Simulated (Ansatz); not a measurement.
The start is a generated trial cell of WS2 in the AFLOW prototype A2B_tP6_129_ac_c (C38, as in Cu2Sb). The cell and all atomic positions are relaxed at zero pressure with r2SCAN (plane waves to 500 eV, PAW, scalar-relativistic; Ansatz, a program for electronic structure). The first steps use a coarse 6×6×4 k-mesh.

Initial structure:
```yaml
crystal:
  lattice:
    - [4.15546, 0.00000, 0.00000]
    - [0.00000, 4.15546, 0.00000]
    - [0.00000, 0.00000, 6.34060]
  atoms:
    - { symbol: S, position: [0.00000, 0.00000, 0.00000] }
    - { symbol: S, position: [0.50000, 0.50000, 0.00000] }
    - { symbol: S, position: [0.50000, 0.00000, 0.27000] }
    - { symbol: S, position: [0.00000, 0.50000, 0.73000] }
    - { symbol: W, position: [0.50000, 0.00000, 0.70000] }
    - { symbol: W, position: [0.00000, 0.50000, 0.30000] }
```

| Quantity | Result |
|---|---|
| Initial pressure | -18 GPa (negative: the cell is under tension) |
| Largest initial force | about 4.6 eV/Å, on S3, S4 (atoms numbered as listed) |
| Outcome | The space group stays P4/nmm (No. 129) (the run could not lower it), with 6 atoms in the primitive cell |
| Energy released | 1.11 eV/atom |
| Volume change | -10.9 %, from 18.25 to 16.25 Å³/atom |
| Shortest distances (start → end) | The closest pairs of elements (up to four, under 3.6 Å), start → end: S–W 2.73 → 2.41 Å; S–S 2.69 → 2.78 Å |
| Band gap at the end | zero (metallic) |
| Optimiser moves | 11 |

The end point of the relaxation:

```cif
data_S4W2
_chemical_formula_sum 'S4 W2'
_space_group_name_H-M_alt 'P4/nmm :1'
_space_group_IT_number 129
_space_group_name_Hall 'P 4ab 2ab -1ab'
_cell_length_a 3.92939
_cell_length_b 3.92939
_cell_length_c 6.31608
_cell_angle_alpha 90.000
_cell_angle_beta 90.000
_cell_angle_gamma 90.000
loop_
_space_group_symop_operation_xyz
  'x, y, z'
  '-y+1/2, x+1/2, z'
  '-x, -y, z'
  'y+1/2, -x+1/2, z'
  'x+1/2, -y+1/2, -z'
  '-y, -x, -z'
  '-x+1/2, y+1/2, -z'
  'y, x, -z'
  '-x+1/2, -y+1/2, -z'
  'y, -x, -z'
  'x+1/2, y+1/2, -z'
  '-y, x, -z'
  '-x, y, z'
  'y+1/2, x+1/2, z'
  'x, -y, z'
  '-y+1/2, -x+1/2, z'
loop_
_atom_site_label
_atom_site_type_symbol
_atom_site_symmetry_multiplicity
_atom_site_Wyckoff_symbol
_atom_site_fract_x
_atom_site_fract_y
_atom_site_fract_z
_atom_site_occupancy
S1 S 2 a 0.00000 0.00000 0.00000 1
S2 S 2 c 0.50000 0.00000 0.38767 1
W1 W 2 c 0.00000 0.50000 0.22230 1
```

Final values are on a 12×12×8 k-mesh of the relaxed cell. No spin polarisation in the result.

The run could not lose the symmetry of its start, so the end can be a saddle point.

The relaxed structure here is a generated cell of WS2: the first start was made by placing the elements on the sites of a structure type, and the end was not matched to a known phase here, so it may be hypothetical. Known forms of WS2 include space group No. 194.
